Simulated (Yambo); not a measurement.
A G0W0@PBEsol run in Yambo for SiO$_{2}$ (space group Imma, No. 74) (2×2×2 Γ-centred k mesh, 314 bands and a 7 Ry block in the screening, 314 bands in G with the Bruneval-Gonze terminator, plasmon pole fitted at 27.2 eV) gives these matrix elements, in eV, at the band edges (Γ → Γ):

```
state               E0    <Vxc>     <Σx>  <Σc(E0)>      Z
---------------  -----  -------  -------  --------  -----
valence edge     0.000  -20.077  -26.010     3.542  0.827
conduction edge  5.601   -7.987   -4.347    -2.523  0.896
```

Q: Solve the linearised quasiparticle equation for both states, give the gap, and say how exchange and correlation each act on it.

A: E = E0 + Z(Σx + Σc − Vxc). Valence: 0.000 + 0.827 × (-26.010 + (3.542) − (-20.077)) = -1.98 eV. Conduction: 5.601 + 0.896 × (-4.347 + (-2.523) − (-7.987)) = 6.60 eV. The gap is 8.58 eV, against 5.60 eV in PBEsol. Replacing Vxc by bare exchange alone would open it by 9.57 eV; correlation takes back 6.06 eV of that, and Z scales what is left. Nearest settings tried, and what they do to the gap: 201 bands in G: -4 meV; 201 bands in W, 201 bands in G: +4 meV; 6 Ry block (387 vectors against 489): -43 meV. Not varied: mesh. So the settings aren't converged at that level. The k mesh is coarse. 

Geometry of the Materials Project entry, not relaxed at this level; primitive cell a = b = c = 7.030 Å, α = 136.18°, β = 94.40°, γ = 101.64°.

This is not the ordinary phase of the substance; no match was found in the copy of COD used, and its stability was not checked.
